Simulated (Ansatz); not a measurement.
The calculation used DFT PBE, scalar-relativistic, plane waves, PAW (Ansatz 0.2.0). All cells share a 420 eV cutoff and Γ-centred k meshes spaced at most about 0.3 Å⁻¹ (about 0.25 or finer for metals, 2π included). No spin polarisation in the final relaxations.

Temperature and zero-point effects are left out. All come from trial cells, and lower structures may exist.

**Question.** Which of these relaxed structures of La₂Zr₂O is the lowest in energy?
A.

```xyz
5
Lattice="3.5576 0.0000 0.0000 -1.7788 3.0810 0.0000 0.0000 0.0000 11.9983" Properties=species:S:1:pos:R:3 pbc="T T T"
La    0.0000    0.0000    8.6823
La    0.0000    0.0000    3.3161
Zr    1.7788    1.0270    5.9992
Zr    0.0000    2.0540    0.0000
O     1.7788    1.0270    0.0000
```

B.

```xyz
5
Lattice="3.4145 0.0000 0.0000 -1.7073 2.9571 0.0000 0.0000 0.0000 11.7212" Properties=species:S:1:pos:R:3 pbc="T T T"
La    1.7073    0.9857    7.5715
La    0.0000    1.9714    4.1497
Zr    1.7073    0.9857    1.2079
Zr    0.0000    1.9714   10.5133
O     0.0000    0.0000    0.0000
```

C.

```xyz
5
Lattice="5.6762 0.0000 0.0000 -2.8381 4.9158 0.0000 0.0000 0.0000 6.8072" Properties=species:S:1:pos:R:3 pbc="T T T"
La    0.0000    3.2772    3.4036
La    2.8381    1.6386    3.4036
Zr    0.0000    0.0000    4.8674
Zr    0.0000    0.0000    1.9397
O     0.0000    0.0000    0.0000
```

**Answer.** B. It has space group P-3m1 (No. 164); the next, A, with space group P-6m2 (No. 187), lies 129 meV/atom higher. Counting La or Zr atoms around O (for each partner element, those within 1.25 times its shortest distance or 1.15 times the sum of covalent radii, where it is the nearest in units of that sum or under 1.3), the lowest has O 6 and the next has O 3.

Cells relaxed within their symmetry can be saddle points. Some candidate types were left out of the draw beforehand, so a known form may be missing.
